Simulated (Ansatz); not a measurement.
Task: GaIr3C (anti-perovskite, Pm-3m) is relaxed with the program Ansatz at the PBE level (PAW). What lattice parameters of the conventional cell result?

Result: a = 4.089 Å.

Task: Is it a metal or does it have a gap at this level?

Result: No gap at this level.

The start of the workflow was typed in or built on a structure type; neither database checked (COD, Materials Project) lists it. Whether it is the stable phase at ambient conditions was not checked. The cell was relaxed with PBE under the symmetry of its start; whether a distortion lowers the energy is not shown. The run is not spin-polarised. Its formation energy is positive at this level, so the cell may be metastable or incomplete. Scalar-relativistic: spin–orbit coupling is off unless named, which matters more the heavier the elements.

Potentials: the earlier of the program's two PAW sets.
